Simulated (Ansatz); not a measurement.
An Ansatz (a program for electronic structure) run. Input:

Ansatz 0.2 input:
```yaml
crystal:
  lattice:
    - [0.0, 5.7125912396, 7.05805532]
    - [3.3393281445, 0.0, 7.05805532]
    - [3.3393281445, 5.7125912396, 0.0]
  atoms:
    - { symbol: Cs, position: [0.6471637177, 0.6471637177, 0.3528362823] }
    - { symbol: Cs, position: [0.3528362823, 0.3528362823, 0.6471637177] }
    - { symbol: Pt, position: [0.5, 0.5, 0.0] }
    - { symbol: Pt, position: [0.0, 0.0, 0.5] }
    - { symbol: Pt, position: [0.0, 0.0, 0.0] }
    - { symbol: Se, position: [0.0564491257, 0.7213640436, 0.2786359564] }
    - { symbol: Se, position: [0.9435508743, 0.2786359564, 0.7213640436] }
    - { symbol: Se, position: [0.7213640436, 0.0564491257, 0.9435508743] }
    - { symbol: Se, position: [0.2786359564, 0.9435508743, 0.0564491257] }
kpoints:
  mp_grid: { grid: [3, 3, 3] }
hamiltonian:
  xc: hse06
  pseudopotentials: { kind: paw }
scf:
  n_extra_bands: 9
  occupations: { method: fixed }
output:
  eigenvalues: true
  eigenstates:
    e_range: [-9.0, 10.3]
    kpoints:
      - [0.0, 0.5, 0.5]  # VBM
      - [0.494792, 0.286458, -0.213542]  # CBM
      - [0.0, 0.0, 0.0]  # GAMMA
      - [1.0, 0.5, 0.5]  # T
      - [0.5, 0.5, 0.0]  # Z
      - [0.5, 0.0, 0.5]  # Y
      - [0.0, 0.3913876985, 0.3913876985]  # SIGMA_0
      - [1.0, 0.6086123015, 0.6086123015]  # U_0
      - [0.5, 0.7794650229, 0.2794650229]  # A_0
      - [0.5, 0.2205349771, 0.7205349771]  # C_0
      - [0.5, 0.5, 0.5]  # L
```

Output (shortened):

```
Pseudopotential: Cs, paw, valence charge 9
Pseudopotential: Pt, paw, valence charge 18
Pseudopotential: Se, paw, valence charge 16
Functional definition: HSE06
davidson cushion auto → on  (no smearing: the cushion is to keep the highest requested band from converging to the state above it …
Crystal: 9 atoms, lattice volume = 269.282 Å³
Basis set: ecut = 420 eV, 5235 PW (Γ)
Bands: 77, of which v1, the nominal top of the filled ones, is band 68 counted from 1 (67 counted from 0)
Symmetry: 8 space group operations
Space group: Fmmm (ITA 69), of the structure as read, at distance tolerance 6.5e-5 Å
k-points: 8 of 27
SCF iter   1: F=—  HF=-70793.365269 eV  |F-HF|=—  |Δ(HF+E_count)|=         —  Δρ=3.89e-3  dr2=5.23e-2  ethr=1.77e-3  ⟨swp⟩=9.9  Hψ=2644  notcnv=0
preconditioner: auto → none
SCF iter   2: F=—  HF=-70793.375804 eV  |F-HF|=—  |Δ(HF+E_count)|=   1.05e-2  Δρ=3.83e-3  dr2=8.65e-2  ethr=3.85e-5  ⟨swp⟩=5.2  Hψ=1867  notcnv=0  defer=1
iter 3 solved again at ethr=1.07e-6 eV; its pass at ethr=3.85e-5 eV (dr2=1.45e-3 eV) is discarded
SCF iter   3: F=—  HF=-70793.360125 eV  |F-HF|=—  |Δ(HF+E_count)|=   1.57e-2  Δρ=6.82e-4  dr2=1.47e-3  ethr=1.07e-6  ⟨swp⟩=4.5  Hψ=3143  notcnv=0
SCF iter   4: F=-70793.360446 eV  HF=-70793.360314 eV  |F-HF|=1.32e-4  |Δ(HF+E_count)|=   1.90e-4  Δρ=3.06e-4  dr2=9.66e-5  ethr=1.07e-6  ⟨swp⟩=3.0  Hψ=1479  notcnv=0
SCF 1 stopped early in 4 iterations: F = -70793.360446 eV  dr2 = 9.66e-5
Crystal: 9 atoms, lattice volume = 269.282 Å³
Exchange kernel: α = 0.2500, screened, ω = 0.2079 Å⁻¹, Wigner–Seitz truncation, v(0) = 1045.2025 eV·Å³, q-mesh 3×3×3, nearest image of the exchange supercell L …
Frozen-core exchange: fock
SCF iter   1: F=—  HF=-70816.837931 eV  |F-HF|=—  |Δ(HF+E_count)|=         —  Δρ=6.57e-3  dr2=1.26e-1  ethr=7.10e-7  ⟨swp⟩=8.5  Hψ=3293  notcnv=0
preconditioner: auto → none
SCF iter   2: F=—  HF=-70816.809819 eV  |F-HF|=—  |Δ(HF+E_count)|=   2.81e-2  Δρ=4.87e-3  dr2=1.03e-1  ethr=7.10e-7  ⟨swp⟩=6.0  Hψ=2720  notcnv=0
SCF iter   3: F=—  HF=-70816.791581 eV  |F-HF|=—  |Δ(HF+E_count)|=   1.82e-2  Δρ=1.99e-3  dr2=1.27e-2  ethr=7.10e-7  ⟨swp⟩=5.0  Hψ=2500  notcnv=0
SCF iter   4: F=—  HF=-70816.832723 eV  |F-HF|=—  |Δ(HF+E_count)|=   4.11e-2  Δρ=1.74e-3  dr2=3.54e-3  ethr=7.10e-7  ⟨swp⟩=4.9  Hψ=2385  notcnv=0
SCF iter   5: F=—  HF=-70816.831615 eV  |F-HF|=—  |Δ(HF+E_count)|=   1.11e-3  Δρ=6.25e-4  dr2=6.24e-4  ethr=7.10e-7  ⟨swp⟩=3.1  Hψ=1791  notcnv=0
SCF iter   6: F=—  HF=-70816.833171 eV  |F-HF|=—  |Δ(HF+E_count)|=   1.56e-3  Δρ=3.93e-4  dr2=4.20e-4  ethr=2.23e-7  ⟨swp⟩=4.2  Hψ=1771  notcnv=0
SCF iter   7: F=-70816.833055 eV  HF=-70816.833076 eV  |F-HF|=2.11e-5  |Δ(HF+E_count)|=   9.45e-5  Δρ=7.51e-5  dr2=3.13e-5  ethr=2.23e-7  ⟨swp⟩=3.0  Hψ=1556  notcnv=0
SCF 2 stopped early in 7 iterations: F = -70816.833055 eV  dr2 = 3.13e-5
hybrid outer 1: dexx = +5.247e-2 eV, tail = 3.68e-4 eV
Crystal: 9 atoms, lattice volume = 269.282 Å³
Exchange kernel: α = 0.2500, screened, ω = 0.2079 Å⁻¹, Wigner–Seitz truncation, v(0) = 1045.2025 eV·Å³, q-mesh 3×3×3, nearest image of the exchange supercell L …
Frozen-core exchange: fock
SCF iter   1: F=—  HF=-70816.833957 eV  |F-HF|=—  |Δ(HF+E_count)|=         —  Δρ=9.65e-5  dr2=1.31e-5  ethr=1.35e-6  ⟨swp⟩=3.0  Hψ=1406  notcnv=0
preconditioner: auto → none
SCF iter   2: F=—  HF=-70816.833962 eV  |F-HF|=—  |Δ(HF+E_count)|=   4.84e-6  Δρ=3.55e-5  dr2=2.33e-6  ethr=8.76e-9  ⟨swp⟩=4.0  Hψ=2282  notcnv=0
SCF iter   3: F=—  HF=-70816.833967 eV  |F-HF|=—  |Δ(HF+E_count)|=   5.23e-6  Δρ=2.60e-5  dr2=1.44e-6  ethr=1.03e-9  ⟨swp⟩=5.1  Hψ=1769  notcnv=0  defer=3
iter 4 solved again at ethr=1.55e-11 eV; its pass at ethr=9.77e-10 eV (dr2=2.11e-8 eV) is discarded
SCF iter   4: F=-70816.833967 eV  HF=-70816.833967 eV  |F-HF|=1.21e-8  |Δ(HF+E_count)|=   2.73e-7  Δρ=4.45e-6  dr2=5.80e-8  ethr=1.55e-11  ⟨swp⟩=4.0  Hψ=3291  notcnv=0
SCF 3 converged in 4 iterations: F = -70816.833967 eV  dr2 = 5.80e-8
hybrid outer 2: dexx = +6.811e-6 eV, tail = 3.06e-7 eV, Δε = 6.33e-3 eV (about 2.51e-4 eV left of the loop's levels)
the search or the solves at the SCF's close seem to have found levels that the self-consistency loop had missed (the run counts 1) …
NSCF: frozen V_eff on 11 k-points
hybrid SCF converged: 2 outer / 11 inner (+4 warm-up), last move |dexx| = 6.81e-6 eV, tail = 3.06e-7 eV
Stability not checked (fock_operator)
Free energy (F): -70816.833968 eV
Frozen-core exchange: fock
Harris-Foulkes:  -70816.833968 eV  (|F-HF|=1.21e-8)
Internal energy: -70816.833968 eV  (E = F + TS)
E sigma→0 (E₀):  -70816.833968 eV
Fermi energy:    7.697211 eV
--- Per-component energies (eV) ---
  E_band       = -3037.884818
  E_kinetic    = 2676.294001
  E_local      = -24477.244560  (includes V_loc(G=0)·N_el)
  E_nonlocal   = -1714.619447
  E_hartree    = 11211.046109
  E_xc         = -1240.692121
  E_vxc        = -1237.360796  (∫ρ·V_xc dr)
  E_exx        = -498.016381  (= α·E_x^exact, valence–valence)
  E_paw        = -45973.892673  (= ΣΔE_a)
  E_vpaw       = 288.995024  (= ΣTr[D̂ρ^β])
  E_aug_tail   = -0.001793  (compensation charges beyond the density's cutoff)
  E_ewald      = -10789.024204
  E_core_change = -10.682900  (= ΣΔE_core)
  E_smearing   =  0.000000  (= −TS)
  E_closure    = 0.000000  (closes the sum)
  Σ components = -70816.833968   (vs F -70816.833968, Δ=1.46e-11)
  [band-id]    e_kinetic+e_local+e_nonlocal+2·e_hartree+e_vxc+2·e_exx+e_vpaw+e_augmentation_tail = -3037.878115   (vs E_band -3037.884818, Δ=6.70e-3)
--- Band table (eV; the first three rows and the last of 8) ---
  k-point 0: bands = ["-93.7772", "-93.7766", "-93.7380", "-47.0133", "-46.9806", "-46.9450", "-46.9217", "-46.9204", "-46.8811", "-46.3341", "-46.3268", "-46.2956", "-43.4312", "-43.4311", "-43.4309", "-43.4307", "-43.4286", "-43.4286", "-43.4286", …
  k-point 1: bands = ["-93.7771", "-93.7768", "-93.7380", "-47.0046", "-46.9875", "-46.9467", "-46.9214", "-46.9208", "-46.8812", "-46.3319", "-46.3282", "-46.2966", "-43.4310", "-43.4307", "-43.4305", "-43.4303", "-43.4291", "-43.4290", "-43.4287", …
  k-point 2: bands = ["-93.7771", "-93.7768", "-93.7380", "-47.0000", "-46.9898", "-46.9490", "-46.9214", "-46.9208", "-46.8812", "-46.3323", "-46.3271", "-46.2975", "-43.4310", "-43.4307", "-43.4298", "-43.4298", "-43.4296", "-43.4296", "-43.4288", …
  k-point 7: bands = ["-93.7771", "-93.7768", "-93.7380", "-47.0046", "-46.9875", "-46.9467", "-46.9214", "-46.9208", "-46.8812", "-46.3319", "-46.3282", "-46.2966", "-43.4310", "-43.4307", "-43.4305", "-43.4303", "-43.4291", "-43.4290", "-43.4287", …
```

Cost: about 8 core-minutes (a rough figure) on shared cores.

The points marked VBM and CBM come from a semilocal run.

The workflow started from a Materials Project entry (that database holds measured and hypothetical structures alike); the Crystallography Open Database copy checked does not list it. Its standing as an ambient phase is unchecked. Symmetry was held in the r²SCAN relaxation; its stability against distortions is not shown here. No spin polarisation was allowed. Scalar-relativistic: spin–orbit coupling is off unless named, which matters more the heavier the elements.

Potentials: the later of the program's two PAW sets.

Ansatz is a plane-wave DFT program.
